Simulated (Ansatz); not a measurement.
Sn₃O₄:
```
CELL_PARAMETERS angstrom
      7.69401     0.00000     0.00000
      0.00000     9.30378     0.00000
      0.00000     0.00000     3.23418
ATOMIC_POSITIONS crystal
  Sn 0.39464 0.31655 0.50000
  Sn 0.60536 0.68345 0.50000
  Sn 0.10536 0.81655 0.50000
  Sn 0.89464 0.18345 0.50000
  Sn 0.50000 0.00000 0.00000
  Sn 0.00000 0.50000 0.00000
  O  0.33212 0.17274 0.00000
  O  0.66788 0.82726 0.00000
  O  0.16788 0.67274 0.00000
  O  0.83212 0.32726 0.00000
  O  0.12222 0.39625 0.50000
  O  0.87778 0.60375 0.50000
  O  0.37778 0.89625 0.50000
  O  0.62222 0.10375 0.50000
```

Relaxed with r²SCAN.

**Question.** Give the Bader charges and basin volumes of the independent atoms, r²SCAN (plane waves, PAW; program Ansatz).

**Answer.** 

```
atom  Bader charge (e)  Bader volume (Å³)
----  ----------------  -----------------
Sn1              +1.36               23.5
Sn5              +2.53               10.4
O7               -1.29               15.3
O11              -1.33               13.9
```

Space group Pbam. The start of the workflow was typed in or built on a structure type; neither database checked (COD, Materials Project) lists it. Whether it is the stable phase at ambient conditions was not checked. The r²SCAN relaxation kept the symmetry of its start; its stability against distortions is not shown here. The volume moved by 33 % from the start of the relaxation. Scalar-relativistic: spin–orbit coupling is off unless named, which matters more the heavier the elements.

Potentials: the earlier of the program's two PAW sets. The files were generated under PBE; for other functionals the program regenerates the frozen cores, and for LDA and PBEsol the local potential too.
